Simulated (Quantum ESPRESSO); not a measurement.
## AsSiO3F3 (input and log of a self-consistent run)

Computed values, not a measurement. The program is pw.x of Quantum ESPRESSO 7.5 (plane-wave density functional theory). The cell is made up: 8 atoms on a quartz lattice with one site empty, with randomly drawn elements, strain and displacements, not relaxed. PseudoDojo standard norm-conserving files (v0.5 for PBE, v0.4.1 for LDA and PBEsol) set the functional; there is no spin polarisation, spin-orbit coupling or dispersion term, and the masses in the input are unused placeholders.

Input:

```
&control calculation='scf', pseudo_dir='./dojo.nc.sr.pbe.v0_5.standard.upf', outdir='./o', disk_io='low', tprnfor=.true., tstress=.true. /
&system ibrav=0, nat=8, ntyp=4, nbnd=35, ecutwfc=84.00895049, nosym=.true., tot_charge=0,
 occupations='smearing', smearing='fd', degauss=0.0018374661
/
&electrons conv_thr=7.350e-09, electron_maxstep=60, /
ATOMIC_SPECIES
As 1.0 As.upf
F 1.0 F.upf
O 1.0 O.upf
Si 1.0 Si.upf
CELL_PARAMETERS angstrom
5.2133 0.0 0.0
-2.6067 4.5149 0.0
0.0 0.0 5.7538
ATOMIC_POSITIONS angstrom
As 2.4527 -0.0083 3.8194
Si 1.38 2.3765 0.025
O 1.4667 1.0958 4.5642
O 3.4758 0.6397 2.6302
F 2.9363 2.6558 0.6826
F 0.3567 1.8679 1.2039
F -1.1148 3.3269 3.1382
O 0.8018 3.8352 5.0765
K_POINTS automatic
5 5 4 1 1 1
```

The log is shortened where brackets say so; the opening notice, blank lines, dates and the lines on written files are dropped, and the path of the files is cut. It prints rydbergs, bohrs and kilobars, and counts compression as positive stress. With no partly filled state, the Fermi energy that it prints is only some level between the filled and the empty states on the mesh, and need not lie in the true gap.

```
     Program PWSCF v.7.5
     Parallel version (MPI & OpenMP), running on       4 processor cores
     Number of MPI processes:                 4
     Threads/MPI process:                     1
     [start-up lines left out]
     bravais-lattice index     =            0
     lattice parameter (alat)  =       9.8517  a.u.
     unit-cell volume          =     913.9285 (a.u.)^3
     number of atoms/cell      =            8
     number of atomic types    =            4
     number of electrons       =        58.00
     number of Kohn-Sham states=           35
     kinetic-energy cutoff     =      84.0090  Ry
     charge density cutoff     =     336.0358  Ry
     scf convergence threshold =      7.3E-09
     mixing beta               =       0.7000
     number of iterations used =            8  plain     mixing
     Exchange-correlation= PBE
                           (   1   4   3   4   0   0   0)
     [axes and pseudopotential details left out]
   Cartesian axes
     site n.     atom                  positions (alat units)
         1        As     tau(   1) = (   0.4704698  -0.0015921   0.7326262  )
         2        Si     tau(   2) = (   0.2647076   0.4558533   0.0047954  )
         3        O      tau(   3) = (   0.2813381   0.2101932   0.8754915  )
         4        O      tau(   4) = (   0.6667178   0.1227054   0.5045173  )
         5        F      tau(   5) = (   0.5632325   0.5094278   0.1309343  )
         6        F      tau(   6) = (   0.0684212   0.3582951   0.2309286  )
         7        F      tau(   7) = (  -0.2138377   0.6381563   0.6019604  )
         8        O      tau(   8) = (   0.1537989   0.7356569   0.9737594  )
     number of k points=    50  Fermi-Dirac smearing, width (Ry)=  0.0018
                       cart. coord. in units 2pi/alat
        k(    1) = (   0.1000000   0.1732043   0.1132578), wk =   0.0400000
        k(    2) = (   0.1000000   0.1732043   0.3397733), wk =   0.0400000
     [further k points left out]
     Dense  grid:    95103 G-vectors     FFT dimensions: (  60,  60,  64)
     Estimated max dynamical RAM per process >     205.16 MB
     Estimated total dynamical RAM >     750.97 MB
     Initial potential from superposition of free atoms
     starting charge      57.9991, renormalised to      58.0000
     Starting wfcs are   37 randomized atomic wfcs
     total cpu time spent up to now is        6.8 secs
     per-process dynamical memory:   155.7 Mb
     Self-consistent Calculation
     iteration #  1     ecut=    84.01 Ry     beta= 0.70
     Davidson diagonalization with overlap
     ethr =  1.00E-02,  avg # of iterations =  3.0
     total cpu time spent up to now is       20.6 secs
     total energy              =    -467.06874122 Ry
     estimated scf accuracy    <       1.79847940 Ry
     iteration #  2     ecut=    84.01 Ry     beta= 0.70
     Davidson diagonalization with overlap
     ethr =  3.10E-03,  avg # of iterations =  3.0
     total cpu time spent up to now is       32.2 secs
     total energy              =    -467.10307051 Ry
     estimated scf accuracy    <       3.51273025 Ry
     iteration #  3     ecut=    84.01 Ry     beta= 0.70
     Davidson diagonalization with overlap
     ethr =  3.10E-03,  avg # of iterations =  2.8
     total cpu time spent up to now is       45.9 secs
     total energy              =    -467.85793307 Ry
     estimated scf accuracy    <       0.45928821 Ry
     iteration #  4     ecut=    84.01 Ry     beta= 0.70
     Davidson diagonalization with overlap
     ethr =  7.92E-04,  avg # of iterations =  2.0
     total cpu time spent up to now is       56.0 secs
     total energy              =    -467.89924832 Ry
     estimated scf accuracy    <       0.03636104 Ry
     iteration #  5     ecut=    84.01 Ry     beta= 0.70
     Davidson diagonalization with overlap
     ethr =  6.27E-05,  avg # of iterations =  4.2
     total cpu time spent up to now is       68.7 secs
     total energy              =    -467.90830505 Ry
     estimated scf accuracy    <       0.00622316 Ry
     [iterations 6 to 7 left out]
     iteration #  8     ecut=    84.01 Ry     beta= 0.70
     Davidson diagonalization with overlap
     ethr =  1.26E-07,  avg # of iterations =  2.7
     total cpu time spent up to now is      101.0 secs
     total energy              =    -467.90891341 Ry
     estimated scf accuracy    <       0.00002276 Ry
     iteration #  9     ecut=    84.01 Ry     beta= 0.70
     Davidson diagonalization with overlap
     ethr =  3.92E-08,  avg # of iterations =  2.0
     total cpu time spent up to now is      110.1 secs
     total energy              =    -467.90891637 Ry
     estimated scf accuracy    <       0.00000153 Ry
     iteration # 10     ecut=    84.01 Ry     beta= 0.70
     Davidson diagonalization with overlap
     ethr =  2.63E-09,  avg # of iterations =  3.4
     total cpu time spent up to now is      120.2 secs
     total energy              =    -467.90891664 Ry
     estimated scf accuracy    <       0.00000018 Ry
     iteration # 11     ecut=    84.01 Ry     beta= 0.70
     Davidson diagonalization with overlap
     ethr =  3.14E-10,  avg # of iterations =  2.0
     total cpu time spent up to now is      130.4 secs
     total energy              =    -467.90891666 Ry
     estimated scf accuracy    <       0.00000003 Ry
     iteration # 12     ecut=    84.01 Ry     beta= 0.70
     Davidson diagonalization with overlap
     ethr =  5.32E-11,  avg # of iterations =  2.0
     total cpu time spent up to now is      140.0 secs
     End of self-consistent calculation
          k = 0.1000 0.1732 0.1133 ( 11915 PWs)   bands (ev):
   -35.8484 -35.8129 -35.7140 -35.6627 -35.6540 -23.0132 -22.4005 -21.7915
   -19.1809 -17.8769 -15.1858  -9.7422  -6.6664  -6.0517  -5.3311  -4.5498
    -3.8002  -3.4708  -3.1374  -2.9905  -2.7694  -2.6525  -2.4841  -2.1308
    -1.8881  -1.4310  -1.0718   1.0385   1.1128   3.9410   7.1068   7.9267
     8.2542   8.3439   9.3077
     [levels at the other k points left out]
     the Fermi energy is     2.6713 ev
!    total energy              =    -467.90891666 Ry
     estimated scf accuracy    <          3.2E-09 Ry
     smearing contrib. (-TS)   =       0.00000000 Ry
     internal energy E=F+TS    =    -467.90891666 Ry
     The total energy is F=E-TS. E is the sum of the following terms:
     one-electron contribution =    -350.41873418 Ry
     hartree contribution      =     199.23453462 Ry
     xc contribution           =    -108.83261469 Ry
     ewald contribution        =    -207.89210242 Ry
     convergence has been achieved in  12 iterations
     Forces acting on atoms (cartesian axes, Ry/au):
     atom    1 type  1   force =     0.17855853    0.06457104   -0.15069178
     atom    2 type  4   force =     0.03607125   -0.00524248    0.01121397
     atom    3 type  3   force =    -0.07781445    0.12538569    0.11673676
     atom    4 type  3   force =    -0.06838611   -0.04577261    0.07174007
     atom    5 type  2   force =    -0.12981791   -0.01521212   -0.06738066
     atom    6 type  2   force =     0.06495852    0.02605379   -0.06870970
     atom    7 type  2   force =    -0.04844999   -0.03954356    0.00791608
     atom    8 type  3   force =     0.04488016   -0.11023975    0.07917525
     Total force =     0.403969     Total SCF correction =     0.000143
     Computing stress (Cartesian axis) and pressure
          total   stress  (Ry/bohr**3)                   (kbar)     P=      -58.89
  -0.00042979  -0.00009435   0.00004441          -63.22      -13.88        6.53
  -0.00009435  -0.00029684   0.00007955          -13.88      -43.67       11.70
   0.00004441   0.00007955  -0.00047433            6.53       11.70      -69.78
     init_run     :      6.49s CPU      6.71s WALL (       1 calls)
     electrons    :    132.11s CPU    133.19s WALL (       1 calls)
     forces       :      1.51s CPU      1.52s WALL (       1 calls)
     stress       :      5.08s CPU      5.08s WALL (       1 calls)
     [timing details left out]
     PWSCF        :   2m25.41s CPU   2m26.78s WALL
     JOB DONE.
```

In other units: free energy -6366.225 eV for the cell, pressure -5.89 GPa, largest force component 4.591 eV/Å. A rerun of a related cell, with the same atoms placed differently, at 1437 eV and a 7 x 7 x 6 mesh moved values by no more than 0.004 eV in energy, 0.02 GPa in stress and 0.003 eV/Å in force.